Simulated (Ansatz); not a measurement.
## TeS2: from a first guess to the relaxed fluorite type

First guess:

```
CELL_PARAMETERS angstrom
0.00000 2.82356 2.82356
2.82356 0.00000 2.82356
2.82356 2.82356 0.00000
ATOMIC_POSITIONS crystal
Te 0.00000 0.00000 0.00000
S 0.25000 0.25000 0.25000
S 0.75000 0.75000 0.75000
```

Level of theory: DFT, PBE, PAW with Ansatz's default frozen-core files, scalar-relativistic in Ansatz 0.2.0.

Cell and atoms relax within the symmetry of the start on a 10×10×10 k mesh with 0.03 eV Fermi–Dirac smearing.

The start is built from a prototype, known or not as a phase of this compound; the cutoff is 420 eV.

Spin–orbit coupling is left out, though it moves levels of the heavy atoms by tenths of an eV or more.

Question: What is the pressure of the first guess?

Answer: 70.9 GPa.

Question: What does it relax to?

Answer: a = 6.555 Å, b = 6.555 Å, c = 6.555 Å, α = 90.00°, β = 90.00°, γ = 90.00° (conventional cell), 23.47 Å³ per atom:
Space group Fm-3m (No. 225). a = 6.555 Å, b = 6.555 Å, c = 6.555 Å, α = 90.00°, β = 90.00°, γ = 90.00°
```csv
atom,site,symmetry,x,y,z
Te,4a,m-3m,0.0000,0.0000,0.0000
S,8c,-43m,0.2500,0.7500,0.7500
```

Question: How much energy does the relaxation release?

Answer: 1312 meV/atom.
